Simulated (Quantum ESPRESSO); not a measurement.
## Kohn-Sham bands of Pt (fcc (Cu type))

```
CELL_PARAMETERS angstrom
      0.00000     1.97158     1.97158
      1.97158     0.00000     1.97158
      1.97158     1.97158     0.00000
ATOMIC_POSITIONS crystal
  Pt 0.00000 0.00000 0.00000
```

Cell from Materials Project (mp-126), symmetrised, no further relaxation. This is the element's usual structure. Computed values, not measurements, from PBEsol: Quantum ESPRESSO (norm-conserving PseudoDojo potentials, cutoff 68 Ry, no spin polarisation, no spin-orbit coupling) on a Γ-centred 12×12×12 mesh, then Wannier90. Density: 18×18×18 mesh, cold smearing 0.01 Ry. Spin-orbit coupling is left out although heavy elements are present.

### Question
List the Kohn-Sham levels between −8 and 3.0 eV relative to the Fermi level at the high-symmetry points, as a band run of pw.x on that density gives them (levels within 2 meV counted together).

### Answer
| point | k (reciprocal lattice) | levels (eV) |
|---|---|---|
| Γ | 0.000 0.000 0.000 | -3.72 (×3), -1.59 (×2) |
| X | 0.500 0.000 0.500 | -6.94, -6.49, 0.01, 0.47 (×2), 1.72 |
| U | 0.625 0.250 0.625 | -6.15, -5.37, -2.82, -1.28, -0.18 |
| K | 0.375 0.375 0.750 | -6.15, -5.37, -2.82, -1.28, -0.18 |
| L | 0.500 0.500 0.500 | -7.22, -3.77 (×2), -0.50, 0.04 (×2) |
| W | 0.500 0.250 0.750 | -5.55, -4.48 (×2), -1.96, 0.47 |
